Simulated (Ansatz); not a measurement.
AlGaAs₂:
```xyz
8
Lattice="4.0592 0.0000 0.0000 0.0000 4.0592 0.0000 0.0000 0.0000 11.4584" Properties=species:S:1:pos:R:3 pbc="T T T"
Ga     2.0296     0.0000    10.0231
As     0.0000     0.0000     0.0000
Ga     0.0000     2.0296     1.4353
As     2.0296     2.0296     2.8767
Al     2.0296     0.0000     4.3002
As     0.0000     0.0000     5.7292
Al     0.0000     2.0296     7.1581
As     2.0296     2.0296     8.5817
```

Relaxed with PBE. Special points in fractions of this cell's reciprocal vectors: Γ (0.000, 0.000, 0.000); X (0.000, 0.500, 0.000); M (0.500, 0.500, 0.000); Z (0.000, 0.000, 0.500); R (0.000, 0.500, 0.500); A (0.500, 0.500, 0.500).

**Question.** List the band energies nearest the valence-band maximum at these points for PBE with spin–orbit coupling in the plane-wave PAW code Ansatz.

**Answer.** In eV from the valence-band maximum; about four levels below and three above (degenerate sets whole), none deeper than 8.9 eV; points with the same levels are listed once.

```
k                    below                above
-  -----------------------  -------------------
Γ    -0.01 -0.01 0.00 0.00  0.79 0.79 1.40 1.40
X  -0.94 -0.94 -0.93 -0.93  1.27 1.27 1.30 1.30
M  -2.35 -2.35 -2.35 -2.35  1.39 1.39 1.42 1.42
Z  -0.61 -0.61 -0.45 -0.45  1.42 1.42 1.75 1.75
R  -1.02 -1.02 -1.00 -1.00  1.99 1.99 2.06 2.06
A  -2.72 -2.72 -2.71 -2.71  2.20 2.20 2.41 2.41
```

Space group P-4m2. The start of the workflow was typed in or built on a structure type; neither database checked (COD, Materials Project) lists it. Whether it is the stable phase at ambient conditions was not checked. The cell was relaxed with PBE under the symmetry of its start; its stability against distortions is not shown here.

Potentials: the earlier of the program's two PAW sets.
